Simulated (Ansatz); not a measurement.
CdTe (zinc blende, F-43m), the program Ansatz at the PBEsol level (PAW). The conduction-band minimum lies at Γ, with 1 equivalent valley. Second derivatives d²E/dk² of the lowest band at one valley (eV·Å²), along Cartesian directions:

| direction | d²E/dk² |
|---|---|
| [100] | 140.0 |
| [010] | 140.0 |
| [001] | 140.0 |
| [110] | 139.9 |
| [101] | 139.9 |
| [011] | 139.9 |

Question: Find the principal effective masses, the density-of-states mass and the conductivity mass.

Answer: Off-diagonal terms follow from H_xy = H[110] − (H_xx + H_yy)/2, and m*/mₑ = 7.620 eV·Å² over each eigenvalue: 0.054, 0.054, 0.055. One valley's DOS mass (m₁m₂m₃)^(1/3) = 0.054, conductivity mass 3/(Σ 1/mᵢ) = 0.054 mₑ.

Question: What effective density of states Nc follows at 300 K for parabolic valleys?

Answer: Nc = 2.509e19 × 1 × (0.054)^(3/2) ≈ 3.1e17 cm⁻³.

Symmetry was held in the PBEsol relaxation. Scalar-relativistic: spin–orbit coupling is off unless named, which matters more the heavier the elements.

Potentials: the earlier of the program's two PAW sets. The files were generated under PBE; for other functionals the program regenerates the frozen cores, and for LDA and PBEsol the local potential too.

Edges and masses are those of Kohn–Sham bands, whose gap is no quasiparticle gap.
